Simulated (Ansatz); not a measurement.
What does Ansatz print for the nuclei with this input?

The cell is a Materials Project structure (computed, not necessarily an observed phase), atoms as given.

```yaml
crystal:
  lattice:
    - [9.1336652812, 0.0, 0.0]
    - [-4.5668326406, 7.9099861632, 0.0]
    - [0.0, 0.0, 5.0310181415]
  atoms:
    - { symbol: Na, position: [0.628317945, 0.0, 0.0] }
    - { symbol: Na, position: [0.371682055, 0.371682055, 0.0] }
    - { symbol: Na, position: [0.292351285, 0.0, 0.5] }
    - { symbol: Na, position: [0.0, 0.292351285, 0.5] }
    - { symbol: Na, position: [0.707648715, 0.707648715, 0.5] }
    - { symbol: Na, position: [0.0, 0.628317945, 0.0] }
    - { symbol: Ti, position: [0.6666666667, 0.3333333333, 0.50315158] }
    - { symbol: Ti, position: [0.3333333333, 0.6666666667, 0.49684842] }
    - { symbol: Ti, position: [0.0, 0.0, 0.0] }
    - { symbol: F, position: [0.47183704, 0.24834708, 0.29067676] }
    - { symbol: F, position: [0.19447541, 0.11096338, 0.7871501] }
    - { symbol: F, position: [0.4521416, 0.591704, 0.28397717] }
    - { symbol: F, position: [0.24834708, 0.47183704, 0.70932324] }
    - { symbol: F, position: [0.1395624, 0.5478584, 0.28397717] }
    - { symbol: F, position: [0.80552459, 0.91648797, 0.2128499] }
    - { symbol: F, position: [0.08351203, 0.88903662, 0.2128499] }
    - { symbol: F, position: [0.91648797, 0.80552459, 0.7871501] }
    - { symbol: F, position: [0.11096338, 0.19447541, 0.2128499] }
    - { symbol: F, position: [0.22348996, 0.75165292, 0.70932324] }
    - { symbol: F, position: [0.88903662, 0.08351203, 0.7871501] }
    - { symbol: F, position: [0.591704, 0.4521416, 0.71602283] }
    - { symbol: F, position: [0.408296, 0.8604376, 0.28397717] }
    - { symbol: F, position: [0.77651004, 0.52816296, 0.29067676] }
    - { symbol: F, position: [0.5478584, 0.1395624, 0.71602283] }
    - { symbol: F, position: [0.8604376, 0.408296, 0.71602283] }
    - { symbol: F, position: [0.75165292, 0.22348996, 0.29067676] }
    - { symbol: F, position: [0.52816296, 0.77651004, 0.70932324] }
kpoints:
  mp_grid: { grid: [3, 3, 5] }
scf:
  occupations: { method: fermi_dirac, width: 0.02 }
hamiltonian:
  xc: pbe
  pseudopotentials: { kind: paw }
output:
  forces: true
  stress: true
  populations: true
  efg:
    quadrupole_moments_barn: { Na: 0.104, Ti: 0.247 }
    contact_densities: true
  write_density: true
  write_potential: true
  elf: true
  volumetric_format: npy
```

```sh
ansatz run input.yaml --threads 1 --pin off --max-ram 2560MiB --backend cpu --events-out ev --progress --plain --runs-dir out
```

Of the output, the block on the nuclei alone is shown; the set-up, the SCF iterations, energies, forces and stress are cut. One atom of each set with nearly equal values is shown.

```
--- PAW observables at the nuclei: V_zz in 10²¹ V/m², potentials from the cell's mean, atoms counted from 1 ---
  atom   1  Na V_zz =    -0.210940   η = 0.3439   by run symmetry: allowed   C_q = -0.5305 MHz
            electrostatic potential = -976.625119 V   contact ρ = 5903.920749 e/Å³
  atom   3  Na V_zz =    +0.409069   η = 0.7456   by run symmetry: allowed   C_q = +1.0287 MHz
            electrostatic potential = -976.765094 V   contact ρ = 5904.112524 e/Å³
  atom   7  Ti V_zz =    +0.453557   η = 0.0000   by run symmetry: allowed   C_q = +2.7088 MHz
            electrostatic potential = -2519.656739 V   contact ρ = 56793.698963 e/Å³
  atom   9  Ti V_zz =    +0.320801   η = 0.0000   by run symmetry: allowed   C_q = +1.9160 MHz
            electrostatic potential = -2519.550185 V   contact ρ = 56793.728383 e/Å³
  atom  10  F  V_zz =    +4.568032   η = 0.2547   by run symmetry: allowed
            electrostatic potential = -734.340782 V   contact ρ = 3127.441190 e/Å³
  atom  11  F  V_zz =    +4.542193   η = 0.0953   by run symmetry: allowed
            electrostatic potential = -734.234004 V   contact ρ = 3127.432631 e/Å³
  atom  12  F  V_zz =    +4.679018   η = 0.2551   by run symmetry: allowed
            electrostatic potential = -734.351606 V   contact ρ = 3127.418860 e/Å³
```
